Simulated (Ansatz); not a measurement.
Crystals of one structure type (Cu3Au type) and one family of elements, relaxed and computed with the program Ansatz at the PBEsol level (PAW).

```tsv
crystal	K_Hill (GPa)	G_Hill (GPa)
La3In	43.6	23.0
YTl3	57.0	21.3
Sc3Al	67.6	44.5
YAl3	82.1	?
ScGa3	82.4	42.7
ScAl3	91.9	75.4
```

Fit a straight line to ln G against ln K and predict the withheld value.

Least squares on the 5 shown rows: ln G = 1.56 × ln K + (-2.927), with a scatter of 24.2 %. For YAl3 this gives 51.9. The run itself gave 67.3, a miss of 22.9 % of that.

Standing as an ambient phase not checked: La3In, Cu3Au type; YTl3, Cu3Au type; Sc3Al, Cu3Au type; YAl3, Cu3Au type; ScGa3, Cu3Au type. All cells were relaxed under the symmetry of their starts (and spin orders); stability against distortions was not tested throughout. Rows with no word on spin ran without spin polarisation. Spin–orbit coupling is left out wherever it is not named.

Potentials: the later of the program's two PAW sets.
